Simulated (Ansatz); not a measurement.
# Kick test of a cell of ZrOF₂

The structure comes from a generated guess, relaxed at this level; another structure or a mixture of phases may lie lower.

Level of theory: DFT PBE, scalar-relativistic, plane waves, PAW in Ansatz 0.2.0. Plane waves to 420 eV, a k mesh through Γ of 6×6×6 on the computed 4-atom cell and Gaussian smearing (0.02 eV); no spin polarisation.

The cell below (4 atoms, space group P6/mmm (No. 191)) is relaxed within its symmetry.

```yaml
crystal:
  lattice:
    - [3.95114, 0.00000, 0.00000]
    - [-1.97557, 3.42179, 0.00000]
    - [0.00000, 0.00000, 3.96631]
  atoms:
    - { symbol: Zr, position: [0.00000, 0.00000, 0.00000] }
    - { symbol: O, position: [0.00000, 0.00000, 0.50000] }
    - { symbol: F, position: [0.33333, 0.66667, 0.00000] }
    - { symbol: F, position: [0.66667, 0.33333, 0.00000] }
```

For the test a repeat of it with 8 atoms (edges 3.95, 3.97, 6.84 Å) was strained at random (σ = 1.5 % a component), the atoms were moved at random (σ = 0.10 Å), and all was relaxed again on a coarse 4×4×2 mesh (in the run’s order of axes) with 0.10 eV smearing, with no symmetry imposed.

Q: Is the structure stable against such a distortion?

A: It doesn't return. The energy falls by 99 meV/atom on that mesh, the volume changes by 30.3 %, and the end has space group Pmc2_1 (No. 26) at a loose tolerance. Relaxed again on a 6×6×4 mesh with 0.02 eV smearing, the new structure lies 95 meV/atom below the first (mesh in the axes of the run's cell; the cell below is made exact in the group named). Space group Pmc2_1 (No. 26), orthorhombic, a = 3.911 Å, b = 4.231 Å, c = 8.449 Å. Around Zr lie 2 O at 1.98 Å and 4 F at 2.07–2.16 Å; O is surrounded by 2 Zr at 1.98 Å; F on its first site has 2 Zr at 2.07–2.16 Å; F on its second site is surrounded by 2 Zr at 2.07–2.16 Å.

```yaml
crystal:
  lattice:
    - [3.91067, 0.00000, 0.00000]
    - [0.00000, 4.23118, 0.00000]
    - [0.00000, 0.00000, 8.44937]
  atoms:
    - { symbol: Zr, position: [0.00000, 0.46912, 0.43309] }
    - { symbol: Zr, position: [0.00000, 0.53088, 0.93309] }
    - { symbol: O, position: [0.50000, 0.41758, 0.45981] }
    - { symbol: O, position: [0.50000, 0.58242, 0.95981] }
    - { symbol: F, position: [0.00000, 0.04144, 0.91910] }
    - { symbol: F, position: [0.00000, 0.95856, 0.41910] }
    - { symbol: F, position: [0.00000, 0.52426, 0.68774] }
    - { symbol: F, position: [0.00000, 0.47574, 0.18774] }
```
